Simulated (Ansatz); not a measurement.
Trial structure of AlCo2, not yet relaxed:

```cif
data_structure
_symmetry_space_group_name_H-M 'Fd-3m:1'
_symmetry_Int_Tables_number 227
_cell_length_a 6.6079
_cell_length_b 6.6079
_cell_length_c 6.6079
_cell_angle_alpha 90.000
_cell_angle_beta 90.000
_cell_angle_gamma 90.000
_cell_volume 288.53
loop_
_atom_site_label
_atom_site_type_symbol
_atom_site_symmetry_multiplicity
_atom_site_Wyckoff_symbol
_atom_site_fract_x
_atom_site_fract_y
_atom_site_fract_z
_atom_site_occupancy
Al1 Al 8 b 0.00000 0.00000 0.50000 1
Co1 Co 16 c 0.12500 0.12500 0.12500 1
```

Computed with DFT PBE, scalar-relativistic, plane waves, PAW in Ansatz. Plane waves to 420 eV, a k mesh through Γ of 4×4×4 on the computed 6-atom cell and Gaussian smearing (0.10 eV); collinear spin from starting moments 0.0 0.0 3.0 3.0 3.0 3.0 μB.

Energies over the elements count from the elements' standard structures at the same level, with no fitted energy shifts.

Task: What does a single point on this coarse mesh give?

Result: The pressure is 1.2 GPa (it wants to expand), the largest force is 0.00 eV/Å (symmetry fixes the atoms), and the energy is −0.13 eV/atom against the elements. The shortest distance is 2.34 Å.

Task: Is it a good guess?

Result: A good one: relaxing gains under 0.1 eV/atom (the start's value is from the coarse mesh, so the gain is rough) in 4 ionic steps and ends at −0.14 eV/atom on the finer mesh. The symmetry stays Fd-3m (No. 227). The end has the cubic Laves (C15) type. The volume per atom grows by 1.7 %, from 12.0 to 12.2 Å³. The shortest distance goes from 2.34 Å (Co–Co) to 2.35 Å (Co–Co). Conventional cell: a = 6.646 Å. Around Al lie 12 Co at 2.76 Å and 4 Al at 2.88 Å; Co has 6 Co at 2.35 Å and 6 Al at 2.76 Å.

The last run used collinear spin, a 10×10×10 mesh for its 6-atom cell and Gaussian smearing of 0.10 eV. The magnetic state reached may not be the lowest. The relaxation can't lower the symmetry of the start, and the grade says only how near the guess is to its own end. A structure relaxed within its symmetry needn't be a true minimum.
